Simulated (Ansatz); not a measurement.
A relaxed cell of Al4Pt is given with its symmetry left out. The cell was found from a structure generator's guess, not taken from experiment.

The calculation used DFT PBE, scalar-relativistic, plane waves, PAW (Ansatz). Cutoff 420 eV, Γ-centred mesh, Gaussian smearing, no spin polarisation.

```yaml
crystal:
  lattice:
    - [0.00000, 3.61403, 3.61403]
    - [3.61403, 0.00000, 3.61403]
    - [3.61403, 3.61403, 0.00000]
  atoms:
    - { symbol: Al, position: [0.37521, 0.87493, 0.87493] }
    - { symbol: Al, position: [0.87493, 0.37521, 0.87493] }
    - { symbol: Al, position: [0.87493, 0.87493, 0.37521] }
    - { symbol: Al, position: [0.87493, 0.87493, 0.87493] }
    - { symbol: Pt, position: [0.50000, 0.50000, 0.50000] }
```

The zero of energy is the elements' standard structures at the same level; no fitted shifts are applied.

(1) Find its symmetry and describe it.

(2) What is its formation energy per atom?

(3) Is it a metal?

Answers

(1) F-43m (No. 216). Conventional cell: a = 7.228 Å. Al has 6 Al at 2.55–2.56 Å and 3 Pt at 3.00 Å; around Pt lie 12 Al at 3.00 Å.

(2) +0.12 eV/atom. A positive value: parting into the elements would lower its energy.

(3) Yes, bands cross the Fermi level on the 10×10×10 mesh.

The last run used a 10×10×10 mesh for its 5-atom cell and Gaussian smearing of 0.10 eV. Spin–orbit coupling, which can matter for Pt, is left out. Symmetry constrained the relaxation, so the result can be a saddle point. Another cell of Al4Pt relaxed alike, in P-6m2, lies 0.42 eV/atom lower, so this cell isn't the stable form at this level.
